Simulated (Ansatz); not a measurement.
**Structure relaxation, InSe**

The start is a generated cell, InSe placed in the AFLOW prototype AB_tP8_136_g_f (as in BeO). Cell shape, volume and atoms are optimised at zero target pressure with r2SCAN (plane waves to 500 eV, PAW, scalar-relativistic; Ansatz, a program for electronic structure). First-step values are on the input's coarse k-mesh.

Ansatz input (later rounds restart from its end on a renewed k-mesh):
Ansatz 0.2 input:
```yaml
crystal:
  lattice:
    - [7.8645663, 0, 0]
    - [0, 7.8645663, 0]
    - [0, 0, 4.536613]
  atoms:
    - { symbol: In, position: [0.336, 0.664, 0] }
    - { symbol: In, position: [0.836, 0.836, 0.5] }
    - { symbol: In, position: [0.164, 0.164, 0.5] }
    - { symbol: In, position: [0.664, 0.336, 0] }
    - { symbol: Se, position: [0.31, 0.31, 0] }
    - { symbol: Se, position: [0.81, 0.19, 0.5] }
    - { symbol: Se, position: [0.19, 0.81, 0.5] }
    - { symbol: Se, position: [0.69, 0.69, 0] }
basis: { ecutwfc: 500, ecutrho_ratio: 4, xc_grid: 4, fft_grid_basis: typed }
kpoints: { mp_grid: { grid: [3, 3, 5] } }
hamiltonian:
  xc: r2scan
  dispersion: none
  pseudopotentials: { kind: paw }
scf: { occupations: { method: fermi_dirac, width: 0.05 } }
relax: { f_tol: 0.01, max_steps: 100, cell: { stress_tol: 0.02 } }
output: { forces: true, stress: true }
```

* **Outcome**: The space group stays P4₂/mnm (No. 136) (the run could not lower it); the end is AFLOW prototype AB_tP8_136_g_f (as in BeO), with 8 atoms in the primitive cell
* **Energy released**: 0.15 eV/atom
* **Volume change**: -1.2 %, from 35.07 to 34.67 Å³/atom
* **Shortest distances (start → end)**: The closest pairs of elements (up to four, under 3.6 Å), start → end: In–Se 2.79 → 2.58 Å; In–In 3.65 → 2.76 Å
* **Band gap at the end**: zero (metallic)
* **Optimiser moves**: 11

Final structure:

Space group P4₂/mnm (No. 136); a = 8.2731 Å, b = 8.2731 Å, c = 4.0522 Å, α = 90.00°, β = 90.00°, γ = 90.00°

```
atom  site  symmetry       x       y       z
----  ----  --------  ------  ------  ------
In      4g      m.2m  0.1180  0.1180  0.5000
Se      4f      m.2m  0.2550  0.2550  0.0000
```

Final values are on a 4×4×8 k-mesh of the relaxed cell. No spin polarisation in the result.

The run could not lose the symmetry of its start, so the end can be a saddle point.

The relaxed structure here is a generated cell of InSe: the first start was made by placing the elements on the sites of a structure type, and the end was not matched to a known phase here, so it may be hypothetical. Known forms of InSe include space group No. 194.
